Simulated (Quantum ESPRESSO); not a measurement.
# In4ZrOs2Nb: input and log of a self-consistent run

A calculation, not a measurement. The program is pw.x of Quantum ESPRESSO 7.5 (plane-wave density functional theory). The cell is made up: eight metal atoms on a hexagonal close-packed lattice, with elements, volume, strain and displacements drawn at random and not relaxed, so it may be unstable or far from any real phase. PseudoDojo standard norm-conserving files set the functional (PBE unless stated); there is no spin polarisation or spin-orbit coupling, the Fermi-Dirac width of 0.25 eV means electrons at about 2900 K, and the masses in the input are unused placeholders. Heavy elements are run without spin-orbit coupling, which real alloys of them have. A spin test at this wide smearing found no moment, but such smearing suppresses magnetism that the real alloy may have.

Input:

```
&control calculation='scf', pseudo_dir='./dojo.nc.sr.pbe.v0_5.standard.upf', outdir='./o', disk_io='minimal', tprnfor=.true., tstress=.true. /
&system ibrav=0, nat=8, ntyp=4, nbnd=68, ecutwfc=82.02448710, nosym=.true., tot_charge=0,
 occupations='smearing', smearing='fd', degauss=0.0183746611
/
&electrons conv_thr=1.470e-08, electron_maxstep=70, mixing_beta=0.5 /
ATOMIC_SPECIES
In 1.0 In.upf
Nb 1.0 Nb.upf
Os 1.0 Os.upf
Zr 1.0 Zr.upf
CELL_PARAMETERS angstrom
0.0068 -0.0135 -4.9851
0.0235 5.4114 0.0146
6.3453 0.0272 -0.0085
ATOMIC_POSITIONS angstrom
In 0.0114 0.0374 0.0212
In 3.1669 0.0132 0.006
Zr 1.5615 2.6983 0.0011
In 4.7495 2.7788 -0.017
Os -0.0188 1.806 -2.491
Os 3.2075 1.7768 -2.4548
In 1.6346 4.4797 -2.4511
Nb 4.7812 4.5482 -2.4391
K_POINTS automatic
5 4 4 1 1 1
```

The log is shortened where brackets say so; the opening notice, blank lines, dates and the lines on written files are dropped, and the path of the files is cut. It prints rydbergs, bohrs and kilobars, and counts compression as positive stress. Its total energy is the free energy E - TS of the whole cell.

```
     Program PWSCF v.7.5
     Parallel version (MPI & OpenMP), running on       4 processor cores
     Number of MPI processes:                 4
     Threads/MPI process:                     1
     [start-up lines left out]
     bravais-lattice index     =            0
     lattice parameter (alat)  =       9.4205  a.u.
     unit-cell volume          =    1155.1017 (a.u.)^3
     number of atoms/cell      =            8
     number of atomic types    =            4
     number of electrons       =       109.00
     number of Kohn-Sham states=           68
     kinetic-energy cutoff     =      82.0245  Ry
     charge density cutoff     =     328.0979  Ry
     scf convergence threshold =      1.5E-08
     mixing beta               =       0.5000
     number of iterations used =            8  plain     mixing
     Exchange-correlation= PBE
                           (   1   4   3   4   0   0   0)
     [axes and pseudopotential details left out]
   Cartesian axes
     site n.     atom                  positions (alat units)
         1        In     tau(   1) = (   0.0022868   0.0075023   0.0042527  )
         2        In     tau(   2) = (   0.6352702   0.0026479   0.0012036  )
         3        Zr     tau(   3) = (   0.3132320   0.5412705   0.0002207  )
         4        In     tau(   4) = (   0.9527348   0.5574186  -0.0034101  )
         5        Os     tau(   5) = (  -0.0037712   0.3622779  -0.4996868  )
         6        Os     tau(   6) = (   0.6434144   0.3564205  -0.4924252  )
         7        In     tau(   7) = (   0.3278956   0.8986138  -0.4916830  )
         8        Nb     tau(   8) = (   0.9590937   0.9123546  -0.4892758  )
     number of k points=    40  Fermi-Dirac smearing, width (Ry)=  0.0184
                       cart. coord. in units 2pi/alat
        k(    1) = (   0.0975779   0.1149998  -0.1001788), wk =   0.0500000
        k(    2) = (   0.2939919   0.1141461  -0.0999086), wk =   0.0500000
     [further k points left out]
     Dense  grid:   115895 G-vectors     FFT dimensions: (  60,  60,  72)
     Estimated max dynamical RAM per process >     355.15 MB
     Estimated total dynamical RAM >       1.30 GB
     Initial potential from superposition of free atoms
     starting charge     108.9793, renormalised to     109.0000
     Starting wfcs are   76 randomized atomic wfcs
     total cpu time spent up to now is        4.0 secs
     per-process dynamical memory:   267.6 Mb
     Self-consistent Calculation
     iteration #  1     ecut=    82.02 Ry     beta= 0.50
     Davidson diagonalization with overlap
     ethr =  1.00E-02,  avg # of iterations =  3.0
     total cpu time spent up to now is       11.1 secs
     total energy              =   -1160.66915999 Ry
     estimated scf accuracy    <       2.34252267 Ry
     iteration #  2     ecut=    82.02 Ry     beta= 0.50
     Davidson diagonalization with overlap
     ethr =  2.15E-03,  avg # of iterations =  3.8
     total cpu time spent up to now is       19.2 secs
     total energy              =   -1159.63004727 Ry
     estimated scf accuracy    <      37.25885700 Ry
     iteration #  3     ecut=    82.02 Ry     beta= 0.50
     Davidson diagonalization with overlap
     ethr =  2.15E-03,  avg # of iterations =  3.1
     total cpu time spent up to now is       26.6 secs
     total energy              =   -1162.02982554 Ry
     estimated scf accuracy    <       0.10927745 Ry
     iteration #  4     ecut=    82.02 Ry     beta= 0.50
     Davidson diagonalization with overlap
     ethr =  1.00E-04,  avg # of iterations =  6.0
     total cpu time spent up to now is       35.2 secs
     total energy              =   -1162.03795703 Ry
     estimated scf accuracy    <       0.04489185 Ry
     iteration #  5     ecut=    82.02 Ry     beta= 0.50
     Davidson diagonalization with overlap
     ethr =  4.12E-05,  avg # of iterations =  2.1
     total cpu time spent up to now is       42.0 secs
     total energy              =   -1162.03495395 Ry
     estimated scf accuracy    <       0.12182105 Ry
     [iterations 6 to 9 left out]
     iteration # 10     ecut=    82.02 Ry     beta= 0.50
     Davidson diagonalization with overlap
     ethr =  8.06E-08,  avg # of iterations =  2.0
     total cpu time spent up to now is       74.2 secs
     total energy              =   -1162.04754595 Ry
     estimated scf accuracy    <       0.00000807 Ry
     iteration # 11     ecut=    82.02 Ry     beta= 0.50
     Davidson diagonalization with overlap
     ethr =  7.40E-09,  avg # of iterations =  2.2
     total cpu time spent up to now is       81.1 secs
     total energy              =   -1162.04754739 Ry
     estimated scf accuracy    <       0.00000058 Ry
     iteration # 12     ecut=    82.02 Ry     beta= 0.50
     Davidson diagonalization with overlap
     ethr =  5.28E-10,  avg # of iterations =  4.7
     total cpu time spent up to now is       89.1 secs
     total energy              =   -1162.04754753 Ry
     estimated scf accuracy    <       0.00000015 Ry
     iteration # 13     ecut=    82.02 Ry     beta= 0.50
     Davidson diagonalization with overlap
     ethr =  1.35E-10,  avg # of iterations =  2.0
     total cpu time spent up to now is       95.6 secs
     total energy              =   -1162.04754755 Ry
     estimated scf accuracy    <       0.00000004 Ry
     iteration # 14     ecut=    82.02 Ry     beta= 0.50
     Davidson diagonalization with overlap
     ethr =  4.05E-11,  avg # of iterations =  1.1
     total cpu time spent up to now is      101.2 secs
     End of self-consistent calculation
     [lines on levels left out]
!    total energy              =   -1162.04754755 Ry
     estimated scf accuracy    <          2.5E-09 Ry
     smearing contrib. (-TS)   =      -0.10650717 Ry
     internal energy E=F+TS    =   -1161.94104039 Ry
     The total energy is F=E-TS. E is the sum of the following terms:
     one-electron contribution =    -249.14986321 Ry
     hartree contribution      =     196.75436883 Ry
     xc contribution           =    -288.59679601 Ry
     ewald contribution        =    -820.94875000 Ry
     convergence has been achieved in  14 iterations
     Forces acting on atoms (cartesian axes, Ry/au):
     atom    1 type  1   force =    -0.00718516    0.02168969    0.00218462
     atom    2 type  1   force =     0.00472994    0.03010755    0.00554753
     atom    3 type  4   force =     0.00242275   -0.05420136    0.00364612
     atom    4 type  1   force =    -0.00110047   -0.02721348    0.00900912
     atom    5 type  3   force =    -0.01412428    0.00315816    0.00051508
     atom    6 type  3   force =     0.01381801   -0.00142629   -0.00277853
     atom    7 type  1   force =    -0.00359249    0.00924901   -0.00824637
     atom    8 type  2   force =     0.00503172    0.01863672   -0.00987757
     Total force =     0.079457     Total SCF correction =     0.000199
     Computing stress (Cartesian axis) and pressure
          total   stress  (Ry/bohr**3)                   (kbar)     P=     -115.46
  -0.00082108   0.00001148   0.00000676         -120.78        1.69        0.99
   0.00001148  -0.00073121  -0.00002218            1.69     -107.56       -3.26
   0.00000676  -0.00002218  -0.00080244            0.99       -3.26     -118.04
     init_run     :      3.83s CPU      3.97s WALL (       1 calls)
     electrons    :     95.11s CPU     97.22s WALL (       1 calls)
     forces       :      1.38s CPU      1.39s WALL (       1 calls)
     stress       :      4.74s CPU      4.85s WALL (       1 calls)
     [timing details left out]
     PWSCF        :   1m45.14s CPU   1m47.55s WALL
     JOB DONE.
```

In other units: free energy -15810.462 eV for the cell, pressure -11.55 GPa, largest force component 1.394 eV/Å in size. The run took 109 s of wall time with four MPI processes on a shared machine (AMD EPYC, Zen 5, virtual cores), so the time is rough. A rerun of this cell at a higher cutoff and on a denser mesh moved values by no more than 0.003 eV in energy, 0.03 GPa in stress and 0.017 eV/Å in force, and a second program with other atomic files agreed on that cell to 2 % rms in force and 0.5 GPa in pressure.